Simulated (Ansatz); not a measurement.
ZrSi2 (MoSi2 or CaC2 type, I4/mmm) at seven volumes, the program Ansatz at the PBE level (PAW), shape and atoms relaxed at each. One row is withheld.

| V (Å³/atom) | P (GPa) |
|---|---|
| 15.032 | ? |
| 15.527 | 8.89 |
| 16.023 | 4.11 |
| 16.518 | 0.00 |
| 17.014 | -3.54 |
| 17.509 | -6.57 |
| 18.005 | -9.17 |

Task: Fit the shown pressures and predict the withheld one.

Result: P = (3/2)B₀(x^(7/2) − x^(5/2))[1 + (3/4)(B′ − 4)(x − 1)] with x = (V₀/V)^(2/3). Least squares on the six rows gives V₀ = 16.518 Å³/atom, B₀ = 127 GPa, B′ = 4.07. At V = 15.032, x = 1.0649 and P = 14.51 GPa. The run itself gave 14.50 GPa.

A made-up cell: these elements were put on the sites of a structure type; neither database checked (COD, Materials Project) lists it. COD files the formula under space group No. 63, so this cell is another polymorph or a model. Whether it is the stable phase at ambient conditions was not checked. Symmetry was held in the PBE relaxation; whether a distortion lowers the energy is not shown. No spin polarisation was allowed.

Potentials: the later of the program's two PAW sets.
